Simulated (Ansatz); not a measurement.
Relaxed-ion elastic tensor of Sr$_{2}$FeH$_{6}$ in space group Fm-3m (No. 225; Sr on 8c, Fe on 4a, H on 24e) in GPa (Voigt order), DFT-LDA in the program Ansatz with PAW potentials; density 4.12 g/cm³, 10.63 Å³ per atom.

```
 119  28.7  28.7   0.0   0.0   0.0
28.7   119  28.7   0.0   0.0   0.0
28.7  28.7   119   0.0   0.0   0.0
 0.0   0.0   0.0  31.6   0.0   0.0
 0.0   0.0   0.0   0.0  31.6   0.0
 0.0   0.0   0.0   0.0   0.0  31.6
```

Task: Is the crystal mechanically stable?

Result: Yes: the smallest eigenvalue of C is 31.6 GPa.

Task: Work out the Voigt, Reuss and Hill averages.

Result: K_V = 58.9, K_R = 58.9, K_H = 58.9; G_V = 37.1, G_R = 35.9, G_H = 36.5 GPa.

Task: Give Young's modulus, Poisson's ratio, Pugh's ratio and the universal anisotropy index.

Result: E = 9KG/(3K + G) = 90.8 GPa; ν = 0.24; K/G = 1.61 (brittle by the Pugh limit of 1.75); A_U = 5G_V/G_R + K_V/K_R − 6 = 0.16.

Task: Estimate the sound speeds and the Debye temperature.

Result: v_l = √((K + 4G/3)/ρ) = 5110 m/s, v_t = √(G/ρ) = 2980 m/s, mean 3300 m/s; Θ = (h/k)(3n/4πV)^(1/3) v_m = 447 K.

Task: Give the Zener ratio and Young's modulus along [100], [110] and [111].

Result: A = 2C44/(C11 − C12) = 0.70; 1/E = S11 − 2(S11 − S12 − S44/2)Γ with Γ = 0, 1/4, 1/3 gives 108, 85.9, 80.4 GPa.

Task: Solve the Christoffel equation for the three sound speeds along [100], [110], [111].

Result: Eigenvalues of C_ijkl n_j n_l equal ρv². In km/s, slowest first: [100] 2.77, 2.77, 5.39; [110] 2.77, 3.32, 5.07; [111] 3.15, 3.15, 4.95.

The first step of the workflow began from a Materials Project structure, measured or hypothetical; the Crystallography Open Database copy checked does not list it. Its standing as an ambient phase is unchecked. Symmetry was held in the LDA relaxation; phonons on a q-mesh show no instability. The run is not spin-polarised.

Potentials: the later of the program's two PAW sets.
